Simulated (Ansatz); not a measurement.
Mo:
```cif
data_Mo
_chemical_formula_sum 'Mo1'
_space_group_name_H-M_alt 'P 1'
_space_group_IT_number 1
_cell_length_a 2.71087
_cell_length_b 2.71087
_cell_length_c 2.71087
_cell_angle_alpha 109.471
_cell_angle_beta 109.471
_cell_angle_gamma 109.471
loop_
_space_group_symop_operation_xyz
  'x, y, z'
loop_
_atom_site_label
_atom_site_type_symbol
_atom_site_fract_x
_atom_site_fract_y
_atom_site_fract_z
_atom_site_occupancy
Mo1 Mo 0.00000 0.00000 0.00000 1
```

Relaxed with PBE+D3(BJ) (plane waves, PAW; program Ansatz). Indices refer to the conventional cell of Im-3m, a = 3.130 Å, b = 3.130 Å, c = 3.130 Å, α = 90.00°, β = 90.00°, γ = 90.00°.

### Question
Simulate the powder diffraction pattern (Cu Kα, λ = 1.54184 Å; lines above 1 %) up to 2θ = 90°.

### Answer
Simulated powder pattern, Cu Kα, λ = 1.54184 Å (kinematic, ideal powder, no thermal factors, no anomalous dispersion; the 30 strongest lines at most, above 1 %, up to 2θ = 90°):

```tsv
2θ (°)	d (Å)	I/Imax (%)	hkl
40.77	2.213	100	(110)
59.02	1.565	16	(200)
74.21	1.278	33	(211)
88.31	1.107	11	(220)
```

The PBE+D3(BJ) relaxation kept the symmetry of its start. The run is not spin-polarised. The pairwise dispersion correction was not fitted to metals.

Potentials: the later of the program's two PAW sets.
